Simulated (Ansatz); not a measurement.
According to PBE (plane waves, PAW; program Ansatz), OsC in the rock salt structure (Fm-3m) relaxes to a = 4.352 Å. C has 6 nearest neighbours from 2.18 Å (octahedral). Against the elements it lies at 1.38 eV/atom, with no fitted shifts.

Electronic character: metallic (no gap). Gap from PBE with spin–orbit coupling: none (metallic).

An equation-of-state fit gives a bulk modulus of 352 GPa.

The start of the workflow was typed in or built on a structure type; neither database checked (COD, Materials Project) lists it. Its standing as an ambient phase is unchecked. The cell was relaxed with PBE under the symmetry of its start; its stability against distortions is not shown here. No spin polarisation was allowed. Its formation energy is positive at this level, so the cell may be metastable or incomplete. The references are the lowest solids computed at this level, not always the standard phases. Spin–orbit coupling is left out wherever it is not named.

Potentials: the earlier of the program's two PAW sets.
